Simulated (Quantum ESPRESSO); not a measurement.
Space group P-4m2 (No. 115); a = b = 3.9281 Å, c = 5.6524 Å, α = β = γ = 90.00°

```tsv
atom	site	symmetry	x	y	z
S	2g	2mm.	0.5000	0.0000	0.2754
Zn	1d	-4m2	0.0000	0.0000	0.5000
Cd	1b	-4m2	0.5000	0.5000	0.0000
```

Cell and atoms were relaxed with PBEsol from Materials Project entry mp-971712, within its symmetry.

### Question
What does norm-conserving PBEsol (Quantum ESPRESSO, 102 Ry, scalar-relativistic) give for the electronic structure near the Fermi level?

### Answer
The PBEsol gap is direct, 1.38 eV at Γ. Spin-orbit splittings are left out.

The structure is a Materials Project entry; no match was found in the copy of COD used, and its stability was not checked.
